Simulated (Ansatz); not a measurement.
ZnS (zinc blende, space group No. 216), DFT-LDA in the program Ansatz with PAW potentials. The conduction-band minimum lies at Γ, with 1 equivalent valley. Second derivatives d²E/dk² of the lowest band at one valley (eV·Å²), along Cartesian directions:

| direction | d²E/dk² |
|---|---|
| [100] | 45.65 |
| [010] | 45.65 |
| [001] | 45.65 |
| [110] | 45.62 |
| [101] | 45.62 |
| [011] | 45.62 |

Q: Find the principal effective masses, the density-of-states mass and the conductivity mass.

A: Off-diagonal terms follow from H_xy = H[110] − (H_xx + H_yy)/2, and m*/mₑ = 7.620 eV·Å² over each eigenvalue: 0.17, 0.17, 0.17. One valley's DOS mass (m₁m₂m₃)^(1/3) = 0.17, conductivity mass 3/(Σ 1/mᵢ) = 0.17 mₑ.

Q: What effective density of states Nc follows at 300 K for parabolic valleys?

A: Nc = 2.509e19 × 1 × (0.17)^(3/2) ≈ 1.8e18 cm⁻³.

Q: With the computed static dielectric constant 8.80 (mean of the diagonal), estimate a hydrogenic donor's binding energy and radius.

A: E = 13.606 eV × 0.17/8.80² ≈ 30 meV; a = 0.529 Å × ε/m* ≈ 27 Å. Semilocal masses tend to be too small when the gap is underestimated.

Q: With ε∞ = 6.18 and ω_LO = 347 cm⁻¹, what Fröhlich coupling constant follows?

A: α = (1/ε∞ − 1/ε0) √(m* × 13.606 eV/ħω_LO) = 0.35.

Space group F-43m (zinc blende). The LDA relaxation kept the symmetry of its start.

Potentials: the earlier of the program's two PAW sets. The files were generated under PBE; for other functionals the program regenerates the frozen cores, and for LDA and PBEsol the local potential too.
